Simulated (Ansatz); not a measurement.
Si$_{2}$Ru:
```cif
data_Ru2Si4
_chemical_formula_sum 'Ru2 Si4'
_space_group_name_H-M_alt 'P42/mnm'
_space_group_IT_number 136
_space_group_name_Hall '-P 4n 2n'
_cell_length_a 5.92607
_cell_length_b 5.92607
_cell_length_c 2.96938
_cell_angle_alpha 90.000
_cell_angle_beta 90.000
_cell_angle_gamma 90.000
loop_
_atom_site_label
_atom_site_type_symbol
_atom_site_symmetry_multiplicity
_atom_site_Wyckoff_symbol
_atom_site_fract_x
_atom_site_fract_y
_atom_site_fract_z
_atom_site_occupancy
Ru1 Ru 2 a 0.00000 0.00000 0.00000 1
Si1 Si 4 f 0.28019 0.28019 0.00000 1
```

Relaxed with r²SCAN.

Problem. Tabulate the valence density and the electron localisation function along the shortest Ru–Ru contact (2.97 Å), r²SCAN (plane waves, PAW; program Ansatz).

Solution. 

| distance from Ru (Å) | density (e/Å³) | ELF |
|---|---|---|
| 0.30 | 9.10 | 0.50 |
| 0.45 | 7.09 | 0.63 |
| 0.59 | 4.51 | 0.61 |
| 0.74 | 2.32 | 0.46 |
| 0.89 | 1.02 | 0.26 |
| 1.04 | 0.53 | 0.16 |
| 1.19 | 0.36 | 0.20 |
| 1.34 | 0.31 | 0.31 |
| 1.48 | 0.29 | 0.38 |
| 1.63 | 0.31 | 0.31 |
| 1.78 | 0.36 | 0.20 |
| 1.93 | 0.53 | 0.16 |
| 2.08 | 1.02 | 0.26 |
| 2.23 | 2.32 | 0.46 |
| 2.38 | 4.51 | 0.61 |
| 2.52 | 7.09 | 0.63 |
| 2.67 | 9.10 | 0.50 |

The density is the valence pseudo-density with augmentation charge, so density and ELF within about 1 Å of a nucleus are not all-electron values.

Space group P4_2/mnm. The start of the workflow was typed in or built on a structure type; neither database checked (COD, Materials Project) lists it. Whether it is the stable phase at ambient conditions was not checked. The cell was relaxed with r²SCAN under the symmetry of its start; its stability against distortions is not shown here. The run is not spin-polarised. The volume moved by 20 % from the start of the relaxation.

Potentials: the later of the program's two PAW sets.
